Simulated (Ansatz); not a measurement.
One crystal and one scan (scan of one atom of the cell) at two levels, PBE-D3(BJ) (plane waves to 420 eV, PAW, scalar-relativistic; Ansatz, a first-principles code) and r2SCAN+rVV10 (plane waves to 500 eV, PAW, scalar-relativistic; Ansatz), each from its own relaxed cell and on its own mesh.

The crystal is C (graphite type, space group P6_3/mmc); one C atom of a 4-atom cell moves by s towards the nearest neighbour, with its periodic images.

The energy includes the smearing's −TS. C was relaxed with its symmetry unable to fall. The PAW data are Ansatz's earlier set. (r2SCAN+rVV10) Left out: 1 of 11 points, with atoms too close for the PAW data. With partly filled bands, energies and forces of such displacements shift with the k mesh and the smearing.

```
quantity                                                          run 1  run 2
----------------------------------------------------------------  -----  -----
Lattice constant a (Å)                                            2.465  2.455
Lattice constant c (Å)                                            6.729  6.670
Relaxed volume (Å³/atom)                                           8.85   8.71
Force constant k = d²E/ds² at s = 0 (finite differences) (eV/Å²)  53.08  55.49
```

Question: Which run is which level?

Answer: Run 1 is PBE-D3(BJ), run 2 is r2SCAN+rVV10. PBE-D3(BJ) gives the higher value for: lattice constant a; lattice constant c; relaxed volume. PBE-D3(BJ) gives the lower value for: force constant k = d²E/ds² at s = 0. Both give the same shape of the curve: a single well with its minimum at or next to zero displacement. Neither level is exact: the differences show how much the result hangs on the functional.

(A displaced cell: forces are minus the slopes of the energy, force constants its curvatures, and phonons follow from these.)
